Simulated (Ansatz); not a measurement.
**Te, a known structure type with other elements, at an estimated volume**

```
Te
1.0
    -2.18067    2.18067    1.79545
     2.18067   -2.18067    1.79545
     2.18067    2.18067   -1.79545
Te
1
Direct
  0.00000 0.00000 0.00000
```

Single point in Ansatz 0.2.0 with r2SCAN, no spin polarisation. Cutoff 500 eV, PAW datasets, 12×12×12 Γ-centred k mesh, fermi-dirac filling (width 0.1 eV).

Task: What happens at the Fermi level?

Result: It is a metal, with about 1 states/eV a cell as the mean within 0.25 eV of the Fermi level, mostly Te p (97 %).

Task: Describe some of the short contacts.

Result: Te–Te at 3.57 Å: least valence density 0.13 e/Å³ and ELF 0.29 there. Both are smooth PAW fields, read partly inside the augmentation spheres.

Task: Is the cell too large or too small?

Result: The pressure is -6.1 GPa (compression positive), so with the atoms held at these fractions the cell would first shrink. The principal stresses -6.8, -6.8, -4.7 GPa differ, so its shape would change too.

Origin: a known structure type with other elements, at an estimated volume, so it need not be a known compound.
